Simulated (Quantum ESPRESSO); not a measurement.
ZrTi2HfO8, finding a planted mistake in a log

Simulated, not a measurement. The program is pw.x of Quantum ESPRESSO 7.5 (plane-wave density functional theory). The cell is made up: 12 atoms on a fluorite lattice, with randomly drawn elements, strain and displacements, not relaxed. PseudoDojo standard norm-conserving files (v0.5 for PBE, v0.4.1 for LDA and PBEsol) set the functional; there is no spin polarisation, spin-orbit coupling or dispersion term, and the masses in the input are unused placeholders.

The hafnium pseudopotential is less sure than the others, with forces about 3 percent (worst 6) and pressure in oxides about 1.5 GPa (worst 2.7) from a second method in checks, which no rerun with the same files tests.

Intended input:

```
&control calculation='scf', pseudo_dir='./dojo.nc.sr.pbe.v0_5.standard.upf', outdir='./o', disk_io='medium', tprnfor=.true., tstress=.true. /
&system ibrav=0, nat=12, ntyp=4, nbnd=54, ecutwfc=84.00895049, nosym=.true., tot_charge=0,
 occupations='smearing', smearing='fd', degauss=0.0018374661
/
&electrons conv_thr=7.350e-09, electron_maxstep=60, /
ATOMIC_SPECIES
Hf 1.0 Hf.upf
O 1.0 O.upf
Ti 1.0 Ti.upf
Zr 1.0 Zr.upf
CELL_PARAMETERS angstrom
5.0696 0.0 0.0
0.0 5.0696 0.0
0.0 0.0 5.0696
ATOMIC_POSITIONS angstrom
Zr -0.0176 -0.0772 -0.0285
Ti 0.1077 2.4047 2.6189
Hf 2.5464 -0.1313 2.5035
Ti 2.5589 2.6239 -0.1055
O 1.2717 1.2894 1.3182
O 1.1837 1.2991 3.7323
O 1.3086 3.9581 1.3243
O 1.2336 3.8168 3.7184
O 3.638 1.1339 1.2306
O 3.7092 1.2324 3.8055
O 3.6644 3.7159 1.2531
O 3.9108 3.7296 4.0053
K_POINTS automatic
4 4 4 1 1 1
```

The log is shortened where brackets say so; the opening notice, blank lines, dates and the lines on written files are dropped, and the path of the files is cut. It prints rydbergs, bohrs and kilobars, and counts compression as positive stress. Where no state is partly filled, the Fermi energy that it prints is only some level between the filled and the empty states on the mesh, and need not lie in the true gap.

Log of the intended run:

```
     Program PWSCF v.7.5
     Parallel version (MPI & OpenMP), running on       1 processor cores
     Number of MPI processes:                 1
     Threads/MPI process:                     1
     [start-up lines left out]
     bravais-lattice index     =            0
     lattice parameter (alat)  =       9.5802  a.u.
     unit-cell volume          =     879.2607 (a.u.)^3
     number of atoms/cell      =           12
     number of atomic types    =            4
     number of electrons       =        96.00
     number of Kohn-Sham states=           54
     kinetic-energy cutoff     =      84.0090  Ry
     charge density cutoff     =     336.0358  Ry
     scf convergence threshold =      7.3E-09
     mixing beta               =       0.7000
     number of iterations used =            8  plain     mixing
     Exchange-correlation= PBE
                           (   1   4   3   4   0   0   0)
     [axes and pseudopotential details left out]
   Cartesian axes
     site n.     atom                  positions (alat units)
         1        Zr     tau(   1) = (  -0.0034717  -0.0152280  -0.0056217  )
         2        Ti     tau(   2) = (   0.0212443   0.4743372   0.5165891  )
         3        Hf     tau(   3) = (   0.5022881  -0.0258995   0.4938259  )
         4        Ti     tau(   4) = (   0.5047538   0.5175754  -0.0208103  )
         5        O      tau(   5) = (   0.2508482   0.2543396   0.2600205  )
         6        O      tau(   6) = (   0.2334898   0.2562530   0.7362119  )
         7        O      tau(   7) = (   0.2581269   0.7807519   0.2612238  )
         8        O      tau(   8) = (   0.2433328   0.7528799   0.7334701  )
         9        O      tau(   9) = (   0.7176109   0.2236666   0.2427410  )
        10        O      tau(  10) = (   0.7316554   0.2430961   0.7506509  )
        11        O      tau(  11) = (   0.7228184   0.7329770   0.2471793  )
        12        O      tau(  12) = (   0.7714218   0.7356793   0.7900623  )
     number of k points=    32  Fermi-Dirac smearing, width (Ry)=  0.0018
                       cart. coord. in units 2pi/alat
        k(    1) = (   0.1250000   0.1250000   0.1250000), wk =   0.0625000
        k(    2) = (   0.1250000   0.1250000   0.3750000), wk =   0.0625000
     [further k points left out]
     Dense  grid:    91623 G-vectors     FFT dimensions: (  60,  60,  60)
     Estimated max dynamical RAM per process >     156.38 MB
     Initial potential from superposition of free atoms
     starting charge      95.9926, renormalised to      96.0000
     Starting wfcs are   72 randomized atomic wfcs
     total cpu time spent up to now is       25.4 secs
     per-process dynamical memory:    92.3 Mb
     Self-consistent Calculation
     iteration #  1     ecut=    84.01 Ry     beta= 0.70
     Davidson diagonalization with overlap
     ethr =  1.00E-02,  avg # of iterations =  2.0
     total cpu time spent up to now is       69.3 secs
     total energy              =    -714.26958064 Ry
     estimated scf accuracy    <       5.76329275 Ry
     iteration #  2     ecut=    84.01 Ry     beta= 0.70
     Davidson diagonalization with overlap
     ethr =  6.00E-03,  avg # of iterations =  8.2
     total cpu time spent up to now is      131.9 secs
     total energy              =    -706.54772482 Ry
     estimated scf accuracy    <      88.71313640 Ry
     [iterations 3 to 21 left out]
     iteration # 22     ecut=    84.01 Ry     beta= 0.70
     Davidson diagonalization with overlap
     ethr =  6.60E-10,  avg # of iterations =  1.6
     total cpu time spent up to now is      920.4 secs
     total energy              =    -717.38326147 Ry
     estimated scf accuracy    <       0.00000008 Ry
     iteration # 23     ecut=    84.01 Ry     beta= 0.70
     Davidson diagonalization with overlap
     ethr =  8.81E-11,  avg # of iterations =  5.8
     total cpu time spent up to now is      963.7 secs
     End of self-consistent calculation
     [lines on levels left out]
     the Fermi energy is    11.7019 ev
!    total energy              =    -717.38326150 Ry
     estimated scf accuracy    <          6.6E-09 Ry
     smearing contrib. (-TS)   =      -0.00000000 Ry
     internal energy E=F+TS    =    -717.38326150 Ry
     The total energy is F=E-TS. E is the sum of the following terms:
     one-electron contribution =    -163.85914724 Ry
     hartree contribution      =     135.76595588 Ry
     xc contribution           =    -150.38040024 Ry
     ewald contribution        =    -538.90966989 Ry
     convergence has been achieved in  23 iterations
     Forces acting on atoms (cartesian axes, Ry/au):
     atom    1 type  4   force =    -0.00455420    0.07830503    0.08436564
     atom    2 type  3   force =     0.01496315   -0.05064713   -0.03090883
     atom    3 type  1   force =     0.03512016    0.08429485   -0.01899724
     atom    4 type  3   force =     0.04573795   -0.03678595    0.05818106
     atom    5 type  2   force =    -0.05704092    0.07220947   -0.00167989
     atom    6 type  2   force =    -0.01248677    0.01828384    0.03462956
     atom    7 type  2   force =    -0.09048802   -0.08964933   -0.08023734
     atom    8 type  2   force =     0.03435879   -0.05852540    0.04400331
     atom    9 type  2   force =     0.06199916    0.03356996   -0.01449280
     atom   10 type  2   force =     0.01110903    0.04274316   -0.00945444
     atom   11 type  2   force =     0.04231636   -0.04638144    0.02679746
     atom   12 type  2   force =    -0.08103469   -0.04741706   -0.09220649
     Total force =     0.317974     Total SCF correction =     0.000144
     Computing stress (Cartesian axis) and pressure
          total   stress  (Ry/bohr**3)                   (kbar)     P=      -47.98
  -0.00031979   0.00024080   0.00005277          -47.04       35.42        7.76
   0.00024080  -0.00041034   0.00010915           35.42      -60.36       16.06
   0.00005277   0.00010915  -0.00024842            7.76       16.06      -36.54
     init_run     :     23.25s CPU     25.14s WALL (       1 calls)
     electrons    :    892.91s CPU    938.29s WALL (       1 calls)
     forces       :      5.82s CPU      5.89s WALL (       1 calls)
     stress       :     18.56s CPU     19.21s WALL (       1 calls)
     [timing details left out]
     PWSCF        :  15m40.86s CPU  16m30.36s WALL
     JOB DONE.
```

A second run was made from an input with one planted mistake. Its log:

```
     Program PWSCF v.7.5
     Parallel version (MPI & OpenMP), running on       1 processor cores
     Number of MPI processes:                 1
     Threads/MPI process:                     1
     [start-up lines left out]
     bravais-lattice index     =            0
     lattice parameter (alat)  =       9.5802  a.u.
     unit-cell volume          =     879.2607 (a.u.)^3
     number of atoms/cell      =           12
     number of atomic types    =            4
     number of electrons       =        96.00
     number of Kohn-Sham states=           54
     kinetic-energy cutoff     =      84.0090  Ry
     charge density cutoff     =     336.0358  Ry
     scf convergence threshold =      7.3E-09
     mixing beta               =       0.7000
     number of iterations used =            8  plain     mixing
     Exchange-correlation= PBE
                           (   1   4   3   4   0   0   0)
     [axes and pseudopotential details left out]
   Cartesian axes
     site n.     atom                  positions (alat units)
         1        Zr     tau(   1) = (  -0.0034717  -0.0152280  -0.0056217  )
         2        Ti     tau(   2) = (   0.0212443   0.4743372   0.5165891  )
         3        Hf     tau(   3) = (   0.5022881  -0.0258995   0.4938259  )
         4        Ti     tau(   4) = (   0.5047538   0.5175754  -0.0208103  )
         5        O      tau(   5) = (   0.2508482   0.2543396   0.2600205  )
         6        O      tau(   6) = (   0.2334898   0.2562530   0.7362119  )
         7        O      tau(   7) = (   0.2581269   0.7807519   0.2612238  )
         8        O      tau(   8) = (   0.2433328   0.7528799   0.7334701  )
         9        O      tau(   9) = (   0.7176109   0.2236666   0.2427410  )
        10        O      tau(  10) = (   0.7316554   0.2430961   0.7506509  )
        11        O      tau(  11) = (   0.7228184   0.7329770   0.2471793  )
        12        O      tau(  12) = (   0.7714218   0.7356793   0.7900623  )
     number of k points=     1  Fermi-Dirac smearing, width (Ry)=  0.0018
                       cart. coord. in units 2pi/alat
        k(    1) = (  -0.5000000  -0.5000000  -0.5000000), wk =   2.0000000
     Dense  grid:    91623 G-vectors     FFT dimensions: (  60,  60,  60)
     Estimated max dynamical RAM per process >     156.38 MB
     Initial potential from superposition of free atoms
     starting charge      95.9926, renormalised to      96.0000
     Starting wfcs are   72 randomized atomic wfcs
     total cpu time spent up to now is        1.6 secs
     per-process dynamical memory:    93.5 Mb
     Self-consistent Calculation
     iteration #  1     ecut=    84.01 Ry     beta= 0.70
     Davidson diagonalization with overlap
     ethr =  1.00E-02,  avg # of iterations =  2.0
     total cpu time spent up to now is        2.2 secs
     total energy              =    -714.69525801 Ry
     estimated scf accuracy    <       5.46006063 Ry
     iteration #  2     ecut=    84.01 Ry     beta= 0.70
     Davidson diagonalization with overlap
     ethr =  5.69E-03,  avg # of iterations =  8.0
     total cpu time spent up to now is        3.3 secs
     total energy              =    -705.45813876 Ry
     estimated scf accuracy    <      92.82772734 Ry
     [iterations 3 to 23 left out]
     iteration # 24     ecut=    84.01 Ry     beta= 0.70
     Davidson diagonalization with overlap
     ethr =  4.06E-11,  avg # of iterations =  2.0
     total cpu time spent up to now is       25.9 secs
     total energy              =    -717.55236760 Ry
     estimated scf accuracy    <       0.00000002 Ry
     iteration # 25     ecut=    84.01 Ry     beta= 0.70
     Davidson diagonalization with overlap
     ethr =  1.61E-11,  avg # of iterations =  5.0
     total cpu time spent up to now is       27.3 secs
     End of self-consistent calculation
     [lines on levels left out]
     the Fermi energy is    11.2321 ev
!    total energy              =    -717.55236761 Ry
     estimated scf accuracy    <          1.3E-09 Ry
     smearing contrib. (-TS)   =      -0.00000000 Ry
     internal energy E=F+TS    =    -717.55236761 Ry
     The total energy is F=E-TS. E is the sum of the following terms:
     one-electron contribution =    -162.67896652 Ry
     hartree contribution      =     134.11420534 Ry
     xc contribution           =    -150.07793653 Ry
     ewald contribution        =    -538.90966989 Ry
     convergence has been achieved in  25 iterations
     Forces acting on atoms (cartesian axes, Ry/au):
     atom    1 type  4   force =    -0.00230571    0.06563050    0.08155133
     atom    2 type  3   force =     0.04909940   -0.08495411   -0.02470828
     atom    3 type  1   force =     0.05818198    0.05265882   -0.01623384
     atom    4 type  3   force =     0.06764141   -0.00244118    0.03221276
     atom    5 type  2   force =    -0.05974374    0.07223124    0.00352802
     atom    6 type  2   force =    -0.01408418    0.02252857    0.03329217
     atom    7 type  2   force =    -0.10538547   -0.10330288   -0.07985569
     atom    8 type  2   force =     0.01217126   -0.05637047    0.05834820
     atom    9 type  2   force =     0.04674955    0.06535809   -0.01589246
     atom   10 type  2   force =     0.01047431    0.05974546    0.01041151
     atom   11 type  2   force =     0.04406414   -0.03609840    0.01983000
     atom   12 type  2   force =    -0.10686296   -0.05498564   -0.10248373
     Total force =     0.343252     Total SCF correction =     0.000112
     Computing stress (Cartesian axis) and pressure
          total   stress  (Ry/bohr**3)                   (kbar)     P=      -62.85
  -0.00036975   0.00026747   0.00005945          -54.39       39.35        8.74
   0.00026747  -0.00054566   0.00013922           39.35      -80.27       20.48
   0.00005945   0.00013922  -0.00036633            8.74       20.48      -53.89
     init_run     :      1.44s CPU      1.50s WALL (       1 calls)
     electrons    :     24.32s CPU     25.69s WALL (       1 calls)
     forces       :      0.47s CPU      0.47s WALL (       1 calls)
     stress       :      1.79s CPU      2.02s WALL (       1 calls)
     [timing details left out]
     PWSCF        :     28.14s CPU     29.85s WALL
     JOB DONE.
```

Question: what was wrong in the second input?

Answer: the k-point mesh is too coarse. The input lines that differ, file-writing options aside:

```
- 4 4 4 1 1 1
+ 1 1 1 1 1 1
```

```
                                            intended run  run with the mistake
                          free energy (eV)     -9760.497             -9762.797
                    smearing term -TS (eV)        0.0000                0.0000
                            pressure (GPa)         -4.80                 -6.29
            largest force component (eV/Å)         2.371                 2.748
largest change of a force component (eV/Å)                               0.883
                                iterations            23                    25
```

For scale, a rerun of the intended cell at a cutoff of 1467 eV and k mesh 6 x 6 x 6 moved values by no more than 0.002 eV in energy, 0.05 GPa in stress and 0.004 eV/Å in force.